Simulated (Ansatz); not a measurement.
# Magnetic and orbital states of Ni

Ni is taken as an experimental structure (space group Fm-3m, primitive cell doubled), 2 atoms in the cell. Source: COD entry 2102290; it may be a high-temperature, high-pressure or metastable form.

```yaml
crystal:
  lattice:
    - [3.54560, 1.77280, 1.77280]
    - [1.77280, 3.54560, 1.77280]
    - [1.77280, 1.77280, 3.54560]
  atoms:
    - { symbol: Ni, position: [0.00000, 0.00000, 0.00000] }
    - { symbol: Ni, position: [0.50000, 0.50000, 0.50000] }
```

Site labels below count the atoms in this order, from 1.

Computed with DFT, PBE+U, PAW, plane waves, scalar-relativistic in Ansatz.

```yaml
Hubbard_term_Dudarev_form: U − J = 6.2 eV on Ni d, on Löwdin-orthonormalised all-electron atomic orbitals
Plane-wave_cutoff: 420 eV
k-point_mesh: 12×12×12 (Γ-centred)
Occupations: Fermi–Dirac smearing, 0.1 eV
```

Moments by site are taken inside atomic spheres; the rest lies between them.

A static U favours moments and orbital order; the result depends on U and need not be the measured state. The U is a test value, not one fitted to this metal, and a U on a metal's d shells tends to overstate moments.

Command:
```sh
ansatz run input.yaml --threads 2 --pin off --max-ram 5120MiB --backend cpu --events-out ev --progress --plain --runs-dir out
```

Machine: 2 threads of Arm Neoverse V2 (shared host).

A plain SCF has the search for lower states switched off and ends at the first converged state. Ends within 0.2 meV/atom and 0.1 μB count as one state.

```tsv
start	iterations	wall time (s)	final moments of Ni1 Ni2 (μB)	total (μB)	gap (eV)	F − F(lowest) (meV/atom)
parallel moments, plain SCF [Ni1 2.00, Ni2 2.00 μB]	12	12	0.78 0.78	1.43	none	0.0
spin on, no moments given (the program may seed its own), plain SCF	15	13	0.78 0.78	1.43	none	0.0
opposed moments +-, plain SCF [Ni1 2.00, Ni2 -2.00 μB]	33	11	0.69 -0.69	0.00	none	116
no spin polarisation	10	5.5	0.00 0.00	0.00	none	203
```

The 4 converged runs end in 3 distinct states. The lowest is ferromagnetic, site moments Ni1 0.78, Ni2 0.78 μB, total 1.43 μB per cell, no gap on the k-mesh; it was reached by 2 starts. Switching spin polarisation off costs 203 meV/atom. The best antiferromagnetic state lies 116 meV/atom above the best ferromagnetic one. These are lowest states among those tried, not proven ground states. This multiple of the primitive cell fits some opposed orders; other multiples fit others.
